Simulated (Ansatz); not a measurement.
Li3BrO:
```yaml
crystal:
  lattice:
    - [3.93650, 0.00000, 0.00000]
    - [0.00000, 3.93650, 0.00000]
    - [0.00000, 0.00000, 3.93650]
  atoms:
    - { symbol: Li, position: [0.50000, 0.00000, 0.00000] }
    - { symbol: Li, position: [0.00000, 0.50000, 0.00000] }
    - { symbol: Li, position: [0.00000, 0.00000, 0.50000] }
    - { symbol: Br, position: [0.50000, 0.50000, 0.50000] }
    - { symbol: O, position: [0.00000, 0.00000, 0.00000] }
```

Relaxed with PBEsol. Special points in fractions of this cell's reciprocal vectors: Γ (0.000, 0.000, 0.000); X (0.000, 0.500, 0.000); M (0.500, 0.500, 0.000); R (0.500, 0.500, 0.500).

**Question.** List the band energies nearest the valence-band maximum at these points for DFT-PBEsol in the program Ansatz with PAW potentials.

**Answer.** In eV from the valence-band maximum; about four levels below and three above (degenerate sets whole), none deeper than 8.9 eV; points with the same levels are listed once.

| k | below | above |
|---|---|---|
| Γ | -3.02 -3.02 -3.02 -0.42 -0.42 -0.42 | 4.53 6.09 6.09 |
| X | -2.17 -2.17 -1.27 -1.27 -1.12 | 5.61 6.13 8.24 8.24 |
| M | -1.87 -1.05 0.00 0.00 | 4.32 5.95 7.18 7.18 |
| R | -3.78 -3.78 -3.78 -0.94 -0.94 -0.94 | 8.05 8.05 8.05 |

Space group Pm-3m (anti-perovskite). The workflow started from a Materials Project entry (that database holds measured and hypothetical structures alike); the Crystallography Open Database files this formula in space group No. 221, but the cells were not matched. Whether it is the stable phase at ambient conditions was not checked. The cell was relaxed with PBEsol under the symmetry of its start; its stability against distortions is not shown here. Spin–orbit coupling is left out wherever it is not named.

Potentials: the later of the program's two PAW sets.
